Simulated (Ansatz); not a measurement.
Values for one crystal, relaxed and computed with the program Ansatz at the PBE+D3(BJ) level (PAW); other levels are named.

- Volume per atom = 13.45 Å³
- Electronic character = metallic (no gap)
- Pressure derivative B′ = 4.8
- Mechanical stability = stable (all eigenvalues of C positive)
- Density of states at the Fermi level = 0.81 states/eV per atom (mean over ±0.08 eV)
- Debye temperature from the elastic constants = 571 K
- Bulk modulus (Birch–Murnaghan fit) = 333 GPa

### Question
Which of these materials gives this?
(A) Pb, fcc (Cu type)
(B) Ru, hcp (Mg type)
(C) Co, hcp (Mg type)
(D) W, bcc (W type)

### Answer
B, Ru, hcp (Mg type)

Space group P6_3/mmc (hcp (Mg type)). The cell was relaxed with PBE+D3(BJ) under the symmetry of its start. The run is not spin-polarised. The pairwise dispersion correction was not fitted to metals. As this level gives no gap, shear constants depend on the k-mesh and smearing (Fermi–Dirac, 0.1 eV here). Spin–orbit coupling is left out wherever it is not named.

Potentials: the later of the program's two PAW sets.
